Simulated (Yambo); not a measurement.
A G0W0@PBE run in Yambo for CsSnBr3 (cubic perovskite, space group Pm-3m, No. 221) (2×2×2 Γ-centred k mesh, bands 20 to 553 and a 12 Ry block in the screening, 553 bands in G with the Bruneval-Gonze terminator, plasmon pole fitted at 27.2 eV) gives these matrix elements, in eV, at the band edges (R → R):

| state | E0 | <Vxc> | <Σx> | <Σc(E0)> | Z |
|---|---|---|---|---|---|
| valence edge | 0.000 | -15.697 | -18.325 | 1.032 | 0.794 |
| conduction edge | 0.346 | -10.770 | -6.885 | -3.725 | 0.806 |

Question: Solve the linearised quasiparticle equation for both states, give the gap, and say how exchange and correlation each act on it.

Answer: E = E0 + Z(Σx + Σc − Vxc). Valence: 0.000 + 0.794 × (-18.325 + (1.032) − (-15.697)) = -1.27 eV. Conduction: 0.346 + 0.806 × (-6.885 + (-3.725) − (-10.770)) = 0.48 eV. The gap is 1.74 eV, against 0.35 eV in PBE. Replacing Vxc by bare exchange alone would open it by 6.51 eV; correlation takes back 4.76 eV of that, and Z scales what is left. Nearest settings tried, and what they do to the gap: 297 bands in G: -1 meV; 297 bands in W, 297 bands in G: -20 meV; 7 Ry block (461 vectors against 949): -85 meV. Not varied: mesh. So the settings aren't converged at that level. The k mesh is coarse. Spin-orbit splittings are left out. The cell is held in this high symmetry; tilts and polar distortions were not searched.

Geometry relaxed with PBEsol; primitive cell a = 5.780 Å, b = 5.780 Å, c = 5.780 Å, α = 90.00°, β = 90.00°, γ = 90.00°.

The structure is a Materials Project entry; no match was found in the copy of COD used, and its stability was not checked.

The potentials are those of PseudoDojo's stringent table.
